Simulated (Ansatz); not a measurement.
Cd$_{2}$TeS:
```xyz
4
Lattice="4.3931 0.0000 0.0000 -2.1965 3.8045 0.0000 0.0000 0.0000 7.2029" Properties=species:S:1:pos:R:3 pbc="T T T"
Cd     2.1965     1.2682     3.4056
Cd     0.0000     0.0000     0.1782
Te     0.0000     0.0000     4.5409
S      2.1965     1.2682     0.8646
```

Relaxed with r²SCAN. Independent-particle spectrum: no excitons, no local fields, no scissors shift; 0.1 eV broadening; ε₁ of the summed bands alone.

Tabulate the dielectric function from r²SCAN (plane waves, PAW; program Ansatz).



```
E (eV)  ε₁ xx  ε₂ xx  ε₁ zz  ε₂ zz
------  -----  -----  -----  -----
0.0      6.73   0.00   6.84   0.00
0.3      6.86   0.00   6.89   0.00
0.6      7.02   0.74   7.07   0.03
0.9      6.52   0.69   7.34   0.14
1.2      6.52   0.53   7.98   0.48
1.5      6.70   0.44   7.77   1.43
1.8      7.00   0.41   7.46   1.66
2.1      7.52   0.40   7.38   1.75
2.4      8.21   0.75   7.46   1.83
2.7      9.15   1.53   7.71   1.95
3.0      9.45   2.63   8.15   2.15
3.3      9.73   4.11   8.89   2.53
3.6      8.84   5.21  10.13   3.43
3.9     10.55   6.91  12.07   7.41
4.2      5.47  10.53   7.11   9.06
4.5      3.81   6.75   6.60   9.83
4.8      5.88   6.81   4.10  10.39
5.1      3.56   7.87   1.13   7.07
5.4      4.35   8.08   3.57   5.51
5.7      3.13   9.37   4.67   9.10
6.0      0.01   9.38  -0.85   9.10
6.3     -1.11   6.27   2.30   7.41
6.6     -1.07   5.61  -1.26   9.28
6.9      0.15   5.16  -1.52   7.21
7.2     -0.48   6.28  -3.51   6.42
7.5     -1.28   6.28  -3.22   4.60
7.8     -2.73   4.57  -2.73   3.06
8.1     -2.05   3.65  -2.07   2.96
8.4     -2.12   3.23  -1.84   2.53
8.7     -1.78   2.64  -1.56   2.57
9.0     -1.79   2.48  -1.66   2.19
9.3     -1.62   1.85  -1.56   1.78
9.6     -1.24   1.62  -1.26   1.55
9.9     -1.10   1.56  -0.98   1.37
10.2    -0.84   1.43  -0.87   1.37
10.5    -0.87   1.42  -0.76   1.12
10.8    -0.75   1.18  -0.45   1.11
11.1    -0.60   1.18  -0.40   1.19
11.4    -0.59   1.10  -0.40   1.20
11.7    -0.48   0.99  -0.40   1.11
12.0    -0.43   0.91  -0.37   1.03
```

From ε at 0.7 eV (xx: 6.75 + 0.80i), find n, k, the normal reflectivity and the absorption coefficient.

n = 2.60, k = 0.154, R = 20 %, α = 2kE/ħc = 11000 cm⁻¹.

With all bands, ε∞ without local fields is 6.88 (xx = yy), 7.00 (zz).

Space group P3m1. The first step of the workflow began from a Materials Project structure, measured or hypothetical; the Crystallography Open Database copy checked does not list it. Its standing as an ambient phase is unchecked. The cell was relaxed with r²SCAN under the symmetry of its start; of distortions, only those at the zone centre were tested. Scalar-relativistic: spin–orbit coupling is off unless named, which matters more the heavier the elements.

Potentials: the later of the program's two PAW sets.
